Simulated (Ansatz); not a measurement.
Nb4GaSe8:
```
CELL_PARAMETERS angstrom
      0.00000     5.24451     5.24451
      5.24451     0.00000     5.24451
      5.24451     5.24451     0.00000
ATOMIC_POSITIONS crystal
  Nb 0.14727 0.14727 0.55818
  Nb 0.14727 0.55818 0.14727
  Nb 0.55818 0.14727 0.14727
  Nb 0.14727 0.14727 0.14727
  Ga 0.75000 0.75000 0.75000
  Se 0.88401 0.88401 0.34796
  Se 0.88401 0.34796 0.88401
  Se 0.34796 0.88401 0.88401
  Se 0.88401 0.88401 0.88401
  Se 0.38432 0.38432 0.38432
  Se 0.38432 0.38432 0.84704
  Se 0.38432 0.84704 0.38432
  Se 0.84704 0.38432 0.38432
```

Relaxed with r²SCAN. Special points in fractions of this cell's reciprocal vectors: Γ (0.000, 0.000, 0.000); X (0.500, 0.000, 0.500); U (0.625, 0.250, 0.625); K (0.375, 0.375, 0.750); L (0.500, 0.500, 0.500); W (0.500, 0.250, 0.750).

Q: List the band energies nearest the Fermi level at these points for plane-wave PAW r²SCAN (Ansatz code).

A: In eV from the Fermi level; about four levels below and three above (degenerate sets whole), none deeper than 8.9 eV; points with the same levels are listed once.

| k | below | above |
|---|---|---|
| Γ | -1.26 -1.26 -1.26 -1.11 -1.11 | 0.06 0.06 0.06 |
| X | -1.52 -0.60 -0.60 -0.24 | 0.31 0.31 1.36 |
| U | -1.30 -0.65 -0.63 -0.09 | 0.23 0.25 1.53 |
| L | -1.81 -1.81 -1.55 -0.72 -0.72 | 0.13 0.16 0.16 |
| W | -1.18 -0.69 -0.59 -0.05 | 0.16 0.27 1.66 |

Space group F-43m. The first step of the workflow began from a Materials Project structure, measured or hypothetical; the Crystallography Open Database files this formula in space group No. 216, but the cells were not matched. Its standing as an ambient phase is unchecked. The cell was relaxed with r²SCAN under the symmetry of its start; whether a distortion lowers the energy is not shown. No spin polarisation was allowed. With an odd number of electrons in the cell and no spin polarisation, the count alone makes it a metal. Scalar-relativistic: spin–orbit coupling is off unless named, which matters more the heavier the elements.

Potentials: the later of the program's two PAW sets.
